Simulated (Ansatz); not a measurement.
**Question.** Each is relaxed and computed with PBE (plane waves, PAW; program Ansatz). Which is the only metal?
A) SiSe2, Ibam (Se on 8j, Si on 4a)
B) BaSrTi2O6, Fm-3m (Sr on 4a, Ti on 8c, O on 24d, Ba on 4b)
C) SiRu3, Fm-3m (Si on 4a, Ru on 4b, Ru on 8c)
D) SiO2, P4_2/nmc (Si on 2a, O on 4d)

**Answer.** C, SiRu3, Fm-3m (Si on 4a, Ru on 4b, Ru on 8c). SiRu3: metal; SiSe2: gap 2.21 eV (indirect); SiO2: gap 5.04 eV (indirect); BaSrTi2O6: gap 1.81 eV (direct). Constructed cells (a structure type filled with these elements, in neither database checked): SiRu3, Fm-3m (Si on 4a, Ru on 4b, Ru on 8c); SiO2, P4_2/nmc (Si on 2a, O on 4d). Typed or built starts, not in the databases checked: BaSrTi2O6, Fm-3m (Sr on 4a, Ti on 8c, O on 24d, Ba on 4b). Not the usual ambient phase: SiO2, P4_2/nmc (Si on 2a, O on 4d). Relaxed far from the usual cell of the phase: SiSe2, Ibam (Se on 8j, Si on 4a). Began spin-polarised and lost the moments: BaSrTi2O6, Fm-3m (Sr on 4a, Ti on 8c, O on 24d, Ba on 4b). Weakly bound layers, chains or molecules computed without a dispersion correction, so cells and soft constants are ill determined: SiSe2, Ibam (Se on 8j, Si on 4a). All cells were relaxed under the symmetry of their starts (and spin orders); stability against distortions was not tested throughout. Rows with no word on spin ran without spin polarisation. Spin–orbit coupling is left out wherever it is not named.

Potentials: the later of the program's two PAW sets.
